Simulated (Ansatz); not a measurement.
Name crystals whose computed values (the program Ansatz at the r²SCAN level (PAW)) fall in these windows: G_Hill (GPa) 300 to 380; gap (eV) 4.4 to 6.0.



```csv
crystal,G_Hill (GPa),gap (eV)
"BN, P4_2/mnm (B on 4f, N on 4g)",328,5.30
```
Others may fit too.

Not the usual ambient phase: BN, P4_2/mnm (B on 4f, N on 4g). The cell was relaxed under the symmetry of its start.

Potentials: the earlier of the program's two PAW sets. The files were generated under PBE; for other functionals the program regenerates the frozen cores, and for LDA and PBEsol the local potential too.
